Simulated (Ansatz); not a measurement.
Task: Each is relaxed and computed with PBE (plane waves, PAW; program Ansatz). Which is the only metal?
A) BiB, NiAs type
B) AgI, NiAs type
C) BN, zinc blende
D) BP, zinc blende

Result: A, BiB, NiAs type. BiB: metal; BN: gap 4.46 eV (indirect); AgI: gap 0.77 eV (indirect); BP: gap 1.25 eV (indirect). Constructed cells (a structure type filled with these elements, in neither database checked): BiB, NiAs type. Typed or built starts, not in the databases checked: AgI, NiAs type. Not the usual ambient phase: AgI, NiAs type. All cells were relaxed under the symmetry of their starts (and spin orders); stability against distortions was not tested throughout. Rows with no word on spin ran without spin polarisation. Spin–orbit coupling is left out wherever it is not named.

Potentials: the later of the program's two PAW sets.
